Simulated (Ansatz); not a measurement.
MnO (rock salt)

```xyz
2
Lattice="0.0000 2.2202 2.2202 2.2202 0.0000 2.2202 2.2202 2.2202 0.0000" Properties=species:S:1:pos:R:3 pbc="T T T"
O      0.0000     0.0000     0.0000
Mn     2.2202     2.2202     2.2202
```

Scan: atom 1 (O, nearest neighbour Mn at 2.220 Å; its periodic images, 3.1 Å or more away, move with it) is displaced along Cartesian x, direction (1.000, 0.000, 0.000) in Cartesian axes, by s. The other atoms stay.

Computed with PBE (plane waves to 420 eV, PAW, scalar-relativistic; Ansatz, an electronic-structure program). k mesh 15×15×15 (Γ-centred), Fermi-Dirac smearing 0.05 eV. E stands for the smeared free energy. With partly filled bands, energies and forces of such displacements shift with the k mesh and the smearing. On this mesh the relaxed cell isn't quite at rest: it carries a pressure of 0.2 GPa (compression positive) at the zero of the scan. MnO is run spin-polarised and with no Hubbard U; the real compound is an antiferromagnetic insulator, a state that this run doesn't describe. MnO was relaxed with its symmetry unable to fall. Relaxed MnO ends ferromagnetic. The magnetic order is the one the run started from; other orders were not tried. ΔE is measured from the undisplaced structure. The last digit holds for this mesh only.

```
s (Å)   ΔE (meV/cell)
------  -------------
-0.440          553.7
-0.352       withheld
-0.264          148.8
-0.176           60.8
-0.088           14.4
0.000             0.0
0.088            14.4
0.176            60.8
0.264           148.8
0.352        withheld
0.440           553.7
```

Question: Fit an even polynomial form (powers 2, 4, 6) to the given rows and predict ΔE at s = -0.352.

Answer: Least squares on the 9 given rows: ΔE = (1841)·s² + (3631)·s⁴ + (8430)·s⁶, in meV/cell with s in Å; root-mean-square residual 0.04 meV/cell. At -0.352 the fit gives 299.9 meV/cell; the calculation gives 298.3 meV/cell, so the interpolation is off by 1.6 (+0.5 %). The quadratic term alone would give 228.1 meV/cell.

(A displaced cell: forces are minus the slopes of the energy, force constants its curvatures, and phonons follow from these.)
